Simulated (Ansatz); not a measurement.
KCaF₃:
```cif
data_CaF3K
_chemical_formula_sum 'K1 Ca1 F3'
_space_group_name_H-M_alt 'Pm-3m'
_space_group_IT_number 221
_space_group_name_Hall '-P 4 2 3'
_cell_length_a 4.41596
_cell_length_b 4.41596
_cell_length_c 4.41596
_cell_angle_alpha 90.000
_cell_angle_beta 90.000
_cell_angle_gamma 90.000
loop_
_atom_site_label
_atom_site_type_symbol
_atom_site_symmetry_multiplicity
_atom_site_Wyckoff_symbol
_atom_site_fract_x
_atom_site_fract_y
_atom_site_fract_z
_atom_site_occupancy
K1 K 1 b 0.50000 0.50000 0.50000 1
Ca1 Ca 1 a 0.00000 0.00000 0.00000 1
F1 F 3 d 0.00000 0.00000 0.50000 1
```

Relaxed with r²SCAN. The program Ansatz at the r²SCAN level (PAW) gives a gap of 7.14 eV.

### Question
What gap does HSE06 give on the same cell (Ansatz, PAW)?

### Answer
8.38 eV, 1.24 eV more. The hybrid was solved on a coarser mesh and at special points; its gap is the smallest among all of these.

```
k  v1 r²SCAN  c1 r²SCAN    v1 HSE06    c1 HSE06
-  ---------  ---------  ----------  ----------
Γ      -0.14       7.14       -0.16        8.38
R       0.00      10.74  (withheld)  (withheld)
M      -0.01      10.25  (withheld)  (withheld)
X      -0.21       9.24  (withheld)  (withheld)
```

### Question
Top valence (v1) and lowest conduction level (c1) in eV from each method's valence maximum (which need not be a listed point): supply the withheld HSE06 values.

### Answer

- M, v1 HSE06: -0.01
- M, c1 HSE06: 11.69
- R, v1 HSE06: 0.00
- R, c1 HSE06: 12.14
- X, v1 HSE06: -0.24
- X, c1 HSE06: 10.52

Cost on shared cores: the r²SCAN run (SCF on a 6×6×6 mesh, then bands and DOS) very roughly 30 core-seconds, the HSE06 run (SCF on 4×4×4, then a few points) very roughly 70 core-seconds; the tasks are unlike.

The workflow started from a Materials Project entry (that database holds measured and hypothetical structures alike); the Crystallography Open Database copy checked does not list it. Its standing as an ambient phase is unchecked. Symmetry was held in the r²SCAN relaxation; of distortions, only those at the zone centre were tested, and some modes there are weakly imaginary.

Potentials: the later of the program's two PAW sets.
